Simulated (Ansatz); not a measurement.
## AlGa3Sb4: relaxed-ion elastic tensor

Level of theory: DFT PBE, scalar-relativistic, plane waves, PAW (Ansatz). Cutoff 420 eV, 6×6×6 k-points (Γ-centred), Fermi-Dirac smearing of 0.15 eV. No spin polarisation.

The cell, relaxed at this level:
```yaml
crystal:
  lattice:
    - [6.21894, 0.00000, 0.00000]
    - [0.00000, 6.21894, 0.00000]
    - [0.00000, 0.00000, 6.21894]
  atoms:
    - { symbol: Al, position: [0.50000, 0.50000, 0.50000] }
    - { symbol: Ga, position: [0.50000, 0.00000, 0.00000] }
    - { symbol: Ga, position: [0.00000, 0.50000, 0.00000] }
    - { symbol: Ga, position: [0.00000, 0.00000, 0.50000] }
    - { symbol: Sb, position: [0.75009, 0.75009, 0.24991] }
    - { symbol: Sb, position: [0.75009, 0.24991, 0.75009] }
    - { symbol: Sb, position: [0.24991, 0.75009, 0.75009] }
    - { symbol: Sb, position: [0.24991, 0.24991, 0.24991] }
```

The structure comes from a generated guess, relaxed at this level; another structure or a mixture of phases may lie lower. In a metal, frequencies and elastic constants depend on the k mesh and the smearing, soft modes and shear constants most. Spin–orbit coupling is left out, which matters for heavy elements.

Problem. Give the relaxed-ion elastic constants (GPa, Voigt order xx yy zz yz xz xy, on the Cartesian axes of the cell above).

Solution.
```
72.4 31.8 31.8  0.0  0.0  0.0
31.8 72.4 31.8  0.0  0.0  0.0
31.8 31.8 72.4  0.0  0.0  0.0
 0.0  0.0  0.0 35.3  0.0  0.0
 0.0  0.0  0.0  0.0 35.3  0.0
 0.0  0.0  0.0  0.0  0.0 35.3
```

Problem. Is the crystal stable against homogeneous strain?

Solution. Yes: the least eigenvalue of the tensor is 35.3 GPa.

Problem. And the moduli of a polycrystal (Hill averages)?

Solution. B = 45 GPa, G = 28 GPa, E = 70 GPa, ν = 0.24.
